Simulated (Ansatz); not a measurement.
The relaxed structure here is a generated cell of CsPbBr3: the first start was made by placing the elements on the sites of a structure type, and the end was not matched to a known phase here, so it may be hypothetical. Known forms of CsPbBr3 include space group No. 62, 221.

The end point of a relaxation of CsPbBr$_{3}$. Space group P4/mmm (No. 123). These are r2SCAN (plane waves to 500 eV, PAW, scalar-relativistic; Ansatz, a first-principles code) values and carry that method's errors.

```cif
data_Br3CsPb
_chemical_formula_sum 'Cs1 Br3 Pb1'
_space_group_name_H-M_alt 'P4/mmm'
_space_group_IT_number 123
_space_group_name_Hall '-P 4 2'
_cell_length_a 7.05164
_cell_length_b 7.05164
_cell_length_c 5.35032
_cell_angle_alpha 90.000
_cell_angle_beta 90.000
_cell_angle_gamma 90.000
loop_
_atom_site_label
_atom_site_type_symbol
_atom_site_symmetry_multiplicity
_atom_site_Wyckoff_symbol
_atom_site_fract_x
_atom_site_fract_y
_atom_site_fract_z
_atom_site_occupancy
Cs1 Cs 1 a 0.00000 0.00000 0.00000 1
Br1 Br 1 d 0.50000 0.50000 0.50000 1
Br2 Br 2 e 0.00000 0.50000 0.50000 1
Pb1 Pb 1 c 0.50000 0.50000 0.00000 1
```

Task: Give the band gap at the level r2SCAN.

Result: 0.28 eV, direct at R (no spin-orbit coupling).

No spin polarisation in the result. Without spin-orbit coupling the bands of the heavy element are not split, so the gap can be far off.

The run could not lose the symmetry of its start: the end is stationary, and may be a saddle point rather than a minimum.

All atoms sit on sites fixed by symmetry, so only the cell could relax.

It was reached from a disturbed copy of a Pm-3m (No. 221) cell (cubic perovskite type), against which it lies +813 meV/atom.
